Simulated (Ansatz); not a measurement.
A geometry of Zr away from equilibrium: step 2 of the relaxation of a relaxed Zr cell, doubled along one cell vector, shaken by Gaussian noise of σ = 0.08 Å a coordinate. Calculation: PBE (plane waves to 420 eV, PAW, scalar-relativistic; Ansatz, a program for electronic structure). Γ-centred k-mesh 11×7×3 on the run's cell (coarser than for final values), Fermi–Dirac smearing 0.05 eV.

```xyz
6
Lattice="3.0021 0.0021 -0.0021 0.0034 4.9281 -0.0011 -0.0076 -0.0025 10.9277" Properties=species:S:1:pos:R:3:forces:R:3 pbc="T T T" free_energy=-25098.309 pressure_GPa=0.6
Zr     1.5658     2.5080    -0.0183    0.1042   -0.0066    0.7755
Zr     1.6723     2.4239     5.4696    0.2627   -0.0073    0.0935
Zr    -0.1652    -0.0741     2.7010    0.1149   -0.0543    0.0664
Zr     0.0554    -0.0478     8.1572    0.0983    0.2870    0.0363
Zr     1.2028     2.3848     2.7552   -0.5737    0.0660   -0.2722
Zr     1.6170     2.4622     8.2654   -0.0064   -0.2849   -0.6993
```

Positions in Å, forces in eV/Å, free energy of the cell in eV (comparable only within this code, potentials and settings). Largest force: 0.78 eV/Å, on Zr1 (atoms numbered as listed); the geometry lies 0.78 eV/atom above the end of its relaxation.

No spin polarisation in the result.

The end of the path is a generated cell of Zr: the first start was made by a random draw of sites in a space group, and the end was not matched to a known phase here, so it may be hypothetical. Known forms of Zr include space group No. 194.
